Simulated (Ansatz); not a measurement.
# Magnetic orders of CoSn₃

The calculation used Ansatz, DFT r2SCAN, scalar-relativistic, plane waves, PAW.

```yaml
crystal:
  lattice:
    - [0.00000, 3.47931, 3.47931]
    - [3.47931, 0.00000, 3.47931]
    - [3.47931, 3.47931, 0.00000]
  atoms:
    - { symbol: Sn, position: [0.25000, 0.25000, 0.25000] }
    - { symbol: Sn, position: [0.75000, 0.75000, 0.75000] }
    - { symbol: Sn, position: [0.50000, 0.50000, 0.50000] }
    - { symbol: Co, position: [0.00000, 0.00000, 0.00000] }
```

The plane-wave cutoff is 500 eV and the Γ-centred k-mesh is 10×10×10. The occupation rule is Gaussian smearing, 0.1 eV and the list of starting moments (μB, in atom order) is 0 0 0 2. The check for lower electronic states after the SCF is off.

All runs keep this geometry, which isn't relaxed for the lowest state (largest force there 0.051 eV/Å, pressure 4.6 GPa) and needn't be a stable compound; relaxing each order would shift the differences by some 9 meV/atom, going by the pressures and a bulk modulus of about 150 GPa. A propagation vector, in units of the reciprocal vectors, doubles the cell, which takes an equally dense mesh. r2SCAN tends to overstate moments in metals. Site moments are spin moments in atom-centred spheres that scale with the neighbour distance. The states are those that the runs reached from these starts; a lower one can exist.

Problem. Starts tried: no spin; ferromagnetic; antiferromagnetic, doubled cell, propagation vector (0, 0, 1/2). Which state comes out lowest, and what are the moments?

Solution. The lowest state is antiferromagnetic, reached from the start “antiferromagnetic, doubled cell, propagation vector (0, 0, 1/2)”, with site moments (μB) Co +1.85, Co -1.85.

| start | ends | energy above lowest (meV/atom) | site moments (μB) | gap on mesh (eV) | P (GPa) |
| --- | --- | --- | --- | --- | --- |
| no spin | non-magnetic | 57.6 | none over 0.05 | metal | 0.9 |
| ferromagnetic | ferromagnetic | 13.3 | Co +1.70 | metal | 3.2 |
| antiferromagnetic, doubled cell, propagation vector (0, 0, 1/2) | antiferromagnetic | 0.00 | Co +1.85, Co -1.85 | metal | 4.6 |

Cost: 3 runs of about 5.2 core-minutes in all, on Intel Xeon Platinum 8259CL (Skylake/Cascade Lake) (shared hosts).